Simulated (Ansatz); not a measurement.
A crystal relaxed with r2SCAN+rVV10 in Ansatz has space group R-3m:H (No. 166) and a = 4.142 Å, c = 29.263 Å.

```json
{"atom": "Xx", "site": "6c", "x": "0.6667", "y": "0.3333", "z": "0.7327"}
{"atom": "Se", "site": "6c", "x": "0.3333", "y": "0.6667", "z": "0.8808"}
{"atom": "Se", "site": "3a", "x": "0.0000", "y": "0.0000", "z": "0.0000"}
```

The r2SCAN gap is direct at Γ: 0.62 eV. The HSE06 gap is direct at Γ: 0.79 eV. Meshes: r2SCAN 8×8×8, HSE06 4×4×4.

Q: Which element is Xx?
A. Bi
B. Sb
C. N
D. As

A: A. Xx is Bi: Bi₂Se₃ in the tetradymite structure. Bi is surrounded by 6 Se at 2.85–3.07 Å; Se is surrounded by 3 Bi at 2.85 Å; Se is surrounded by 6 Bi at 3.07 Å.

Calculated for a static, non-magnetic cell.

Spin-orbit coupling is left out; in compounds of Pb, Bi, Tl or Hg it can lower a gap by up to about 1 eV, split its edges or invert the bands.
